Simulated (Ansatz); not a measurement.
SiC with Sb replacing Si: gradients before and after relaxing the atoms

Start: a supercell of SiC (wurtzite type, P6_3mc) built from an entry of the Crystallography Open Database (COD), with all atoms left at the host's positions.

```xyz
48
Lattice="6.1520 0.0000 0.0000 -4.6140 7.9917 0.0000 0.0000 0.0000 10.0960" Properties=species:S:1:pos:R:3 pbc="T T T"
Sb    0.0000    1.7759    0.0000
Si    0.0000    1.7759    5.0480
Si   -1.5380    4.4398    0.0000
Si   -1.5380    4.4398    5.0480
Si   -3.0760    7.1037    0.0000
Si   -3.0760    7.1037    5.0480
Si    3.0760    1.7759    0.0000
Si    3.0760    1.7759    5.0480
Si    1.5380    4.4398    0.0000
Si    1.5380    4.4398    5.0480
Si    0.0000    7.1037    0.0000
Si    0.0000    7.1037    5.0480
Si    1.5380    0.8880    2.5240
Si    1.5380    0.8880    7.5720
Si    0.0000    3.5519    2.5240
Si    0.0000    3.5519    7.5720
Si   -1.5380    6.2158    2.5240
Si   -1.5380    6.2158    7.5720
Si    4.6140    0.8880    2.5240
Si    4.6140    0.8880    7.5720
Si    3.0760    3.5519    2.5240
Si    3.0760    3.5519    7.5720
Si    1.5380    6.2158    2.5240
Si    1.5380    6.2158    7.5720
C     0.0000    1.7759    1.9435
C     0.0000    1.7759    6.9915
C    -1.5380    4.4398    1.9435
C    -1.5380    4.4398    6.9915
C    -3.0760    7.1037    1.9435
C    -3.0760    7.1037    6.9915
C     3.0760    1.7759    1.9435
C     3.0760    1.7759    6.9915
C     1.5380    4.4398    1.9435
C     1.5380    4.4398    6.9915
C     0.0000    7.1037    1.9435
C     0.0000    7.1037    6.9915
C     1.5380    0.8880    4.4675
C     1.5380    0.8880    9.5155
C     0.0000    3.5519    4.4675
C     0.0000    3.5519    9.5155
C    -1.5380    6.2158    4.4675
C    -1.5380    6.2158    9.5155
C     4.6140    0.8880    4.4675
C     4.6140    0.8880    9.5155
C     3.0760    3.5519    4.4675
C     3.0760    3.5519    9.5155
C     1.5380    6.2158    4.4675
C     1.5380    6.2158    9.5155
```

Atoms are numbered from 1 in the order listed; like atoms form one site, named after its first atom.

The numbers come from a DFT calculation in Ansatz (PBE, plane waves and PAW, scalar-relativistic, 420 eV cutoff, Γ-centred 4×3×2 k-points, Fermi–Dirac smearing 0.01 eV, cell charge +1).

The largest force at the start is 6.0 eV/Å. Relaxing the ions at fixed cell moves them by 0.182 Å at most (atom 40, C) and 0.061 Å rms.

```
site  atom  moved (Å)                   first shell before                    first shell after  V_zz before (10²¹ V/m²)  η before
  Sb     1      0.034                   4 C at 1.87–1.94 Å                   4 C at 2.04–2.07 Å                     8.54      0.06
 Si4     4      0.023                   4 C at 1.87–1.94 Å                   4 C at 1.88–1.89 Å                     1.83      0.05
 Si7     7      0.030                   4 C at 1.87–1.94 Å                   4 C at 1.85–1.89 Å                     1.21      0.59
 Si8     8      0.026                   4 C at 1.87–1.94 Å                        4 C at 1.88 Å                     1.91      0.04
Si12    12      0.027                   4 C at 1.87–1.94 Å                   4 C at 1.88–1.89 Å                     1.81      0.08
Si13    13      0.085                   4 C at 1.87–1.94 Å                   4 C at 1.87–1.89 Å                     1.11      0.72
Si14    14      0.043                   4 C at 1.87–1.94 Å                   4 C at 1.87–1.89 Å                     2.69      0.08
Si15    15      0.086                   4 C at 1.87–1.94 Å                   4 C at 1.87–1.88 Å                     1.18      0.79
Si16    16      0.047                   4 C at 1.87–1.94 Å                   4 C at 1.87–1.89 Å                     2.66      0.11
Si17    17      0.026                   4 C at 1.87–1.94 Å                        4 C at 1.89 Å                     1.34      0.04
Si19    19      0.085                   4 C at 1.87–1.94 Å                   4 C at 1.87–1.89 Å                     1.12      0.73
Si21    21      0.027                   4 C at 1.87–1.94 Å                   4 C at 1.88–1.89 Å                     1.38      0.16
Si23    23      0.026                   4 C at 1.87–1.94 Å                        4 C at 1.89 Å                     1.38      0.07
 C25    25      0.156       3 Si at 1.87 Å, 1 Sb at 1.94 Å       3 Si at 1.88 Å, 1 Sb at 2.07 Å                     0.98      0.08
 C40    40      0.182  1 Sb at 1.87 Å, 3 Si at 1.87–1.94 Å  3 Si at 1.87–1.89 Å, 1 Sb at 2.05 Å                     0.82      0.14
 C44    44      0.168  3 Si at 1.87–1.94 Å, 1 Sb at 1.87 Å  3 Si at 1.86–1.89 Å, 1 Sb at 2.05 Å                     0.84      0.21
```

Q: What are V_zz and η after the relaxation?

A: 

| site | atom | V_zz after | η after | change of V_zz |
| --- | --- | --- | --- | --- |
| Sb | 1 | 1.61 | 0.16 | -6.93 |
| Si4 | 4 | 0.28 | 0.32 | -1.55 |
| Si7 | 7 | -0.84 | 0.31 | – |
| Si8 | 8 | -0.23 | 0.84 | – |
| Si12 | 12 | 0.31 | 0.70 | -1.50 |
| Si13 | 13 | -0.91 | 0.65 | -2.02 |
| Si14 | 14 | 1.54 | 0.53 | -1.15 |
| Si15 | 15 | 0.87 | 0.99 | – |
| Si16 | 16 | 1.48 | 0.72 | -1.18 |
| Si17 | 17 | -0.17 | 0.29 | -1.51 |
| Si19 | 19 | -0.90 | 0.68 | -2.02 |
| Si21 | 21 | 0.22 | 0.53 | – |
| Si23 | 23 | 0.14 | 0.94 | – |
| C25 | 25 | 2.17 | 0.01 | +1.19 |
| C40 | 40 | 1.99 | 0.08 | +1.17 |
| C44 | 44 | 1.92 | 0.12 | +1.08 |

The largest change of V_zz along a kept axis is on Sb, from 8.54 to 1.61. In per cent, |V_zz| changes by -81 on Sb, -85 to -43 on Si, +121 to +144 on C (all sites that start above 0.5, bar those whose gradient vanishes or changes sign or whose main axis turns by over 40°). Where |V_zz| stays above 0.1 and the axes keep their order, η moves most on Si12, from 0.08 to 0.70. On Si19, Si13, C37, C43, C39, C26, C36, C30 and 2 more sites (not all in the table) V_xx and V_yy change places (or their axes turn by over 50°), so the two values of η hide a larger change. V_zz changes sign on Si17 (same axis), Si19 (axis turned by 35°), Si13 (axis turned by 34°). On Si8, Si23, Si21, Si7, Si15, Si11, Si5, Si3 and 6 more sites (not all in the table) the largest principal value lies along another axis in the second run, so the two V_zz can't be compared directly. The table leaves out 32 of the 48 sites, with |V_zz| up to 2.69; their tensors move by 1.58 at most along any direction. The statements above cover all sites. The host's own positions weren't relaxed first, so part of the change far from the defect can be the host's relaxation.

The defect repeats with the cell of 48 atoms, so it feels its images: sites between two images don't show the values beside a lone defect, and zeros or small values of η there can come from the images' arrangement. C and Si carry a gradient in the pure host already, so the values there aren't the defect's effect alone. A uniform background compensates the cell's charge. Without spin–orbit coupling (the program notes it for Sb) the gradients are little affected as a rule: paired runs on crystals with a gap mostly move them by under 2 % at such atoms. With these PAW files V_zz is typically within 2 to 3 % of all-electron values, but misses above 10 % occur on Sb.
Before: Forces reach 0.8 eV/Å even beyond 5.5 Å from the defect, so the host's positions may themselves be off equilibrium. The cell keeps the host's lattice, where the PBE pressure is 11 GPa (in a charged cell this depends on the convention for the mean potential). The neighbours have not yet relaxed around the defect (largest force 6.0 eV/Å), so the values at and beside it are those of a strained start, not of the defect in a real crystal.
After: The cell keeps the host's lattice, where the PBE pressure is 9 GPa (in a charged cell this depends on the convention for the mean potential).
